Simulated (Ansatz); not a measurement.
Here is an unrelaxed guess for Ga4As3N.

```cif
data_structure
_symmetry_space_group_name_H-M 'Cmmm'
_symmetry_Int_Tables_number 65
_cell_length_a 7.6145
_cell_length_b 10.7686
_cell_length_c 3.8073
_cell_angle_alpha 90.000
_cell_angle_beta 90.000
_cell_angle_gamma 90.000
_cell_volume 312.18
loop_
_atom_site_label
_atom_site_type_symbol
_atom_site_symmetry_multiplicity
_atom_site_Wyckoff_symbol
_atom_site_fract_x
_atom_site_fract_y
_atom_site_fract_z
_atom_site_occupancy
Ga1 Ga 4 g 0.75000 0.00000 0.00000 1
Ga2 Ga 4 j 0.50000 0.75000 0.50000 1
As1 As 4 e 0.25000 0.25000 0.00000 1
As2 As 2 c 0.50000 0.00000 0.50000 1
N1 N 2 d 0.00000 0.00000 0.50000 1
```

These are results of Ansatz 0.2.0, DFT PBE, scalar-relativistic, plane waves, PAW, not measurements. Cutoff 420 eV; k points 4×4×4 on the computed 8-atom cell (Γ-centred); Gaussian smearing, width 0.10 eV; no spin polarisation.

The zero of energy is the elements' standard structures at the same level (N₂ as a molecule); no fitted shifts are applied.

Question: Estimate its pressure, forces and energy as it stands.

Answer: The pressure is -6.2 GPa (the mean over three directions, positive in compression), the largest force is 1.43 eV/Å, and the energy is +0.39 eV/atom against the elements. The shortest distance is 2.69 Å.

Question: Is it a good guess?

Answer: A fair one: relaxing gains about 0.19 eV/atom (the start's value is from the coarse mesh, so the gain is rough) in 41 ionic steps and ends at +0.20 eV/atom on the finer mesh. The symmetry stays Cmmm (No. 65). The volume per atom shrinks by 10.3 %, from 19.5 to 17.5 Å³. The shortest distance goes from 2.69 Å (Ga–As and Ga–N) to 2.15 Å (Ga–N). Conventional cell: a = 8.425 Å, b = 10.653 Å, c = 3.120 Å. Ga on a site of symmetry 2mm has 2 N at 2.15 Å, 2 As at 2.74 Å, 3 Ga at 2.95–3.12 Å and 2 As at 3.15 Å; As on a site of symmetry 2/m is surrounded by 6 Ga at 2.63–2.74 Å and 2 As at 3.12 Å; N is surrounded by 4 Ga at 2.15 Å and 2 Ga at 2.81 Å; 2 more sites not described.

The last run used a 6×6×12 mesh (in the run's order of axes) for its 8-atom cell and Gaussian smearing of 0.10 eV. The reference form of As is held partly by dispersion forces, which this level lacks. The relaxation can't lower the symmetry of the start, and the grade says only how near the guess is to its own end. Symmetry constrained the relaxation, so the result can be a saddle point. Another cell of Ga4As3N relaxed alike, in I4/mmm, lies 69 meV/atom lower, so this cell isn't the stable form at this level.
